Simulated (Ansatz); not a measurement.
# H2Pb: relaxation of cell and atoms

Theory: DFT, PBE, PAW with Ansatz's default frozen-core files, scalar-relativistic (Ansatz 0.2.0).

Command: `ansatz run input.yaml --threads 1 --pin off --max-ram 4096MiB --backend cpu --events-out ev --progress --plain --runs-dir out` The run took 54 s on 1 thread of Arm Neoverse N1, on a shared host, peak memory 0.34 GiB.

```yaml
crystal:
  lattice:
    - [3.3283026522, 0.0, 0.0]
    - [-1.6641513261, 2.8823946483, 0.0]
    - [0.0, 0.0, 5.3252842436]
  atoms:
    - { symbol: Pb, position: [0.0, 0.0, 0.0] }
    - { symbol: H, position: [0.3333333333, 0.6666666667, 0.25] }
    - { symbol: H, position: [0.6666666667, 0.3333333333, 0.75] }
kpoints:
  mp_grid: { grid: [11, 11, 6] }
scf:
  occupations: { method: fermi_dirac, width: 0.05 }
hamiltonian:
  xc: pbe
  pseudopotentials: { kind: paw }
output:
  forces: true
  stress: true
relax:
  f_tol: 0.005
  max_steps: 80
  cell: {}
```

Spin–orbit coupling is left out, though it moves levels of the heavy atoms by tenths of an eV or more.

The cell is built from the CdI2 type as a first guess.

The cutoff is 420 eV; energies and pressures of the walk include the program's estimate of the Pulay term.

Each frame lists the cell vectors (Å), then Cartesian positions (Å) and forces (eV/Å). Free energies count from the first step, -11935.8876 eV.

The walk took 14 evaluations in all; steps that aren't listed are left out.

Step 1: E = 0.0 meV, P = 5.80 GPa

```
cell 3.3283 0.0000 0.0000 -1.6642 2.8824 0.0000 0.0000 0.0000 5.3253
Pb    0.0000    0.0000    0.0000     0.000   0.000   0.000
H     0.0000    1.9216    1.3313     0.000   0.000  -0.238
H     1.6642    0.9608    3.9940     0.000   0.000   0.238
```

Step 2: E = -289.2 meV, P = 1.97 GPa

```
cell 3.4905 0.0000 0.0000 -1.7453 3.0229 0.0000 0.0000 0.0000 5.2393
Pb    0.0000    0.0000    0.0000     0.000   0.000   0.000
H     0.0000    2.0153    1.2440     0.000   0.000  -0.365
H     1.7453    1.0076    3.9953     0.000   0.000   0.365
```

Step 3: E = -531.1 meV, P = 0.34 GPa

```
cell 3.6531 0.0000 0.0000 -1.8266 3.1637 0.0000 0.0000 0.0000 5.0421
Pb    0.0000    0.0000    0.0000     0.000   0.000   0.000
H     0.0000    2.1091    1.0349     0.000   0.000  -0.211
H     1.8266    1.0546    4.0071     0.000   0.000   0.211
```

Step 4: E = -590.4 meV, P = -0.44 GPa

```
cell 3.7753 0.0000 0.0000 -1.8877 3.2695 0.0000 0.0000 0.0000 4.7945
Pb    0.0000    0.0000    0.0000     0.000   0.000   0.000
H     0.0000    2.1797    0.8508     0.000   0.000   0.050
H     1.8877    1.0898    3.9437     0.000   0.000  -0.050
```

Step 5: E = -601.9 meV, P = -0.64 GPa

```
cell 3.7690 0.0000 0.0000 -1.8845 3.2640 0.0000 0.0000 0.0000 4.6641
Pb    0.0000    0.0000    0.0000     0.000   0.000   0.000
H     0.0000    2.1760    0.8659     0.000   0.000   0.019
H     1.8845    1.0880    3.7982     0.000   0.000  -0.019
```

Step 6: E = -617.3 meV, P = -0.82 GPa

```
cell 3.7683 0.0000 0.0000 -1.8841 3.2634 0.0000 0.0000 0.0000 4.4907
Pb    0.0000    0.0000    0.0000     0.000   0.000   0.000
H     0.0000    2.1756    0.8639     0.000   0.000   0.015
H     1.8841    1.0878    3.6268     0.000   0.000  -0.015
```

Step 7: E = -645.0 meV, P = -0.70 GPa

```
cell 3.7537 0.0000 0.0000 -1.8768 3.2508 0.0000 0.0000 0.0000 4.2311
Pb    0.0000    0.0000    0.0000     0.000   0.000   0.000
H     0.0000    2.1672    0.8570     0.000   0.000   0.022
H     1.8768    1.0836    3.3741     0.000   0.000  -0.022
```

Step 8: E = -670.3 meV, P = -0.96 GPa

```
cell 3.7669 0.0000 0.0000 -1.8835 3.2622 0.0000 0.0000 0.0000 3.9751
Pb    0.0000    0.0000    0.0000     0.000   0.000   0.000
H     0.0000    2.1748    0.8394     0.000   0.000   0.026
H     1.8835    1.0874    3.1357     0.000   0.000  -0.026
```

Step 9: E = -692.0 meV, P = -0.31 GPa

```
cell 3.7547 0.0000 0.0000 -1.8773 3.2516 0.0000 0.0000 0.0000 3.7155
Pb    0.0000    0.0000    0.0000     0.000   0.000   0.000
H     0.0000    2.1678    0.8247     0.000   0.000   0.031
H     1.8773    1.0839    2.8908     0.000   0.000  -0.031
```

Step 10: E = -694.1 meV, P = -0.03 GPa

```
cell 3.7426 0.0000 0.0000 -1.8713 3.2412 0.0000 0.0000 0.0000 3.6751
Pb    0.0000    0.0000    0.0000     0.000   0.000   0.000
H     0.0000    2.1608    0.8373     0.000   0.000   0.004
H     1.8713    1.0804    2.8378     0.000   0.000  -0.004
```

Step 11: E = -694.3 meV, P = 0.00 GPa

```
cell 3.7430 0.0000 0.0000 -1.8715 3.2415 0.0000 0.0000 0.0000 3.6613
Pb    0.0000    0.0000    0.0000     0.000   0.000   0.000
H     0.0000    2.1610    0.8373     0.000   0.000   0.001
H     1.8715    1.0805    2.8240     0.000   0.000  -0.001
```

Step 12: E = -700.0 meV, P = 0.10 GPa (the cell of the step before, solved again on a basis chosen afresh, hence the jump)

Task: How does the relaxation end?

Result: It converges, with a = 3.750 Å, b = 3.750 Å, c = 3.644 Å, α = 90.00°, β = 90.00°, γ = 120.00° (conventional cell, space group P-3m1). The last solve (on a basis chosen afresh for the final cell, so its energy is not quite comparable) gives E = -700.2 meV, P = 0.01 GPa:
```
cell 3.7501 0.0000 0.0000 -1.8750 3.2476 0.0000 0.0000 0.0000 3.6440
Pb    0.0000    0.0000    0.0000     0.000   0.000   0.000
H     0.0000    2.1651    0.8331     0.000   0.000   0.000
H     1.8750    1.0825    2.8109     0.000   0.000   0.000
```
